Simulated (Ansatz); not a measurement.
Method: DFT PBE, scalar-relativistic, plane waves, PAW (Ansatz 0.2.0). All cells share a 420 eV cutoff and Γ-centred k meshes spaced about 0.3 Å⁻¹ or finer (0.25 for metals, 2π included). No spin polarisation.

A search over trial structures of Y₅F gave this relaxed cell.

```
Y F
1.0
    -4.02657    4.02657    2.53209
     4.02657   -4.02657    2.53209
     4.02657    4.02657   -2.53209
Y F
5 1
Direct
  0.09910 0.69902 0.79812
  0.90090 0.30098 0.20187
  0.69902 0.90090 0.59992
  0.30098 0.09910 0.40008
  0.50000 0.50000 0.00000
  0.00000 0.00000 0.00000
```

Q: Does it survive phonon and random-displacement tests?

A: As far as tested, yes. The phonons on a 2×2×2 q mesh of the computed 6-atom cell show no imaginary mode. (Phonon run: 8×8×8 k mesh, Gaussian smearing of 0.10 eV.) After random moves of the atoms it relaxes back. The optical modes at Γ run from 99 to 202 cm⁻¹. Around Y on a site of symmetry m lie 1 F at 2.55 Å and 12 Y at 3.58–3.61 Å; Y on a site of symmetry 4/m has 2 F at 2.53 Å and 12 Y at 3.59–3.60 Å; F is surrounded by 6 Y at 2.53–2.55 Å.

The cell is a metal run without spin; a magnetic state may lie lower. Phonons of metals hang on the k mesh and the smearing.
